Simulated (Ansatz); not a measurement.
Simulated powder pattern, Ag Kα, λ = 0.560885 Å (kinematic, ideal powder, no thermal factors, no anomalous dispersion; the 30 strongest lines at most, above 1 %, up to 2θ = 30°):

```csv
2θ (°),I/Imax (%)
11.59,100
13.40,41
18.99,46
22.30,49
23.31,12
26.98,7.8
29.45,20
```

The pattern belongs to a structure relaxed with PBE (plane waves, PAW; program Ansatz).

**Question.** Which compound is it?
A) HgTe, zinc blende
B) BAs, zinc blende
C) ZnS, wurtzite
D) InSb, zinc blende

**Answer.** B, BAs, zinc blende

**Question.** Give the lattice parameters.

**Answer.** a = 4.809 Å.

Space group F-43m (zinc blende). The PBE relaxation kept the symmetry of its start; phonons on a q-mesh show no instability.

Potentials: the later of the program's two PAW sets.
